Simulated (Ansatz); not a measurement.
## Ta3Ru2: energy along a strain

Ta3Ru2, P4/mmm, a = 3.189 Å, c = 15.636 Å. The structure is a Materials Project entry; whether it is the stable form wasn't checked. Ansatz: PBEsol, PAW, 420 eV, Γ-centred 12×12×4 mesh on 10 atoms, Gaussian smearing 0.15 eV; no spin polarisation. Cell vectors (Å): 3.189 0.000 0.000; 0.000 3.189 0.000; 0.000 0.000 15.636. The cell is strained by x per cent times the pattern (0 0 0 1 0 0) in the order xx yy zz yz xz xy (engineering shears), with fractional coordinates held. y is the free energy over the start, V0 = 15.901 Å³/atom. Symmetry makes y even in x. Points with a strain past 8.5 % were computed too (2) and aren't used here.

| x (%) | y (meV/atom) |
| --- | --- |
| -5.00 | 11.45 |
| 0.00 | 0.00 |
| 2.50 | 2.87 |
| 6.25 | 17.87 |
| 7.50 | ? |

Question: Fit y = c2 x² + c4 x⁴ to the other rows, get the stiffness along the pattern, and predict the missing energy.

Answer: Least squares on the rows shown. y = 0.45911 x² − 4.2127×10⁻⁵ x⁴. The clamped-ion stiffness p·C·p = 2 × 4.591 eV × 160.2 / 15.901 Å³ = 93 GPa, which is C44 in these axes. At x = 7.50 the fit asked for gives 25.69 meV/atom. The run gave 25.72 meV/atom, so the fit is 0.03 meV/atom too low, a small miss on the scale of the series.

Spin–orbit coupling is left out, which can shift energies with elements as heavy as these.